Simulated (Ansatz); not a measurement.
Relaxed-ion elastic tensor of KTaO3 (cubic perovskite, Pm-3m) in GPa (Voigt order), PBE (plane waves, PAW; program Ansatz); density 6.83 g/cm³, 13.04 Å³ per atom.

```tsv
	1	2	3	4	5	6
1	415	75.1	75.1	0.0	0.0	0.0
2	75.1	415	75.1	0.0	0.0	0.0
3	75.1	75.1	415	0.0	0.0	0.0
4	0.0	0.0	0.0	98.5	0.0	0.0
5	0.0	0.0	0.0	0.0	98.5	0.0
6	0.0	0.0	0.0	0.0	0.0	98.5
```

### Question
Is the crystal mechanically stable?

### Answer
Yes: the smallest eigenvalue of C is 98.5 GPa.

### Question
Work out the Voigt, Reuss and Hill averages.

### Answer
K_V = 188, K_R = 188, K_H = 188; G_V = 127, G_R = 118, G_H = 123 GPa.

### Question
Give Young's modulus, Poisson's ratio, Pugh's ratio and the universal anisotropy index.

### Answer
E = 9KG/(3K + G) = 302 GPa; ν = 0.23; K/G = 1.54 (brittle by the Pugh limit of 1.75); A_U = 5G_V/G_R + K_V/K_R − 6 = 0.37.

### Question
Estimate the sound speeds and the Debye temperature.

### Answer
v_l = √((K + 4G/3)/ρ) = 7180 m/s, v_t = √(G/ρ) = 4240 m/s, mean 4700 m/s; Θ = (h/k)(3n/4πV)^(1/3) v_m = 594 K.

### Question
Give the Zener ratio and Young's modulus along [100], [110] and [111].

### Answer
A = 2C44/(C11 − C12) = 0.58; 1/E = S11 − 2(S11 − S12 − S44/2)Γ with Γ = 0, 1/4, 1/3 gives 392, 276, 252 GPa.

The cell was relaxed with PBE under the symmetry of its start. At this level the phase is dynamically unstable (imaginary phonons). The run is not spin-polarised. Scalar-relativistic: spin–orbit coupling is off unless named, which matters more the heavier the elements.

Potentials: the later of the program's two PAW sets.
